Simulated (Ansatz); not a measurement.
HgO (CsCl type, Pm-3m) at seven volumes, PBE (plane waves, PAW; program Ansatz), scaled uniformly. One row is withheld.

```tsv
V (Å³/atom)	P (GPa)
12.536	?
12.949	8.73
13.362	3.95
13.776	-0.01
14.189	-3.28
14.602	-5.99
15.015	-8.22
```

Q: Fit the shown pressures and predict the withheld one.

A: P = (3/2)B₀(x^(7/2) − x^(5/2))[1 + (3/4)(B′ − 4)(x − 1)] with x = (V₀/V)^(2/3). Least squares on the six rows gives V₀ = 13.775 Å³/atom, B₀ = 120 GPa, B′ = 5.31. At V = 12.536, x = 1.0648 and P = 14.53 GPa. The run itself gave 14.49 GPa.

The cell is a constructed one: a structure type filled with these elements; neither database checked (COD, Materials Project) lists it. COD files the formula under space group No. 44, 62, so this cell is another polymorph or a model. Its standing as an ambient phase is unchecked. The PBE relaxation kept the symmetry of its start; whether a distortion lowers the energy is not shown. Spin–orbit coupling is left out wherever it is not named.

Potentials: the later of the program's two PAW sets.
